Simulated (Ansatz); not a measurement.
BeS (CsCl type) was relaxed and computed twice in Ansatz (plane waves, PAW), once with PBE and once with r²SCAN.

|  | run 1 | run 2 |
|---|---|---|
| cell | a = b = c = 2.926 Å, α = β = γ = 90.00° | a = b = c = 2.942 Å, α = β = γ = 90.00° |
| ΔH_f (eV/atom) | 0.45 | 0.49 |
| B₀ by P(V) fit (GPa) | 84.4 | 82.7 |
| highest Γ mode, no LO–TO term (cm⁻¹) | 0 | 0 |

### Question
Which run used which functional?

### Answer
Run 1 is PBE, run 2 is r²SCAN.

Constructed cells (a structure type filled with these elements, in neither database checked): BeS, CsCl type. Unstable at this level: BeS, CsCl type with PBE; BeS, CsCl type with r²SCAN. All cells were relaxed under the symmetry of their starts (and spin orders); stability against distortions was not tested throughout.

Potentials: the later of the program's two PAW sets.

Ansatz (an electronic-structure program) is a plane-wave DFT program.

Formation energies count from the lowest solids of the elements computed at the same level, not from gases.
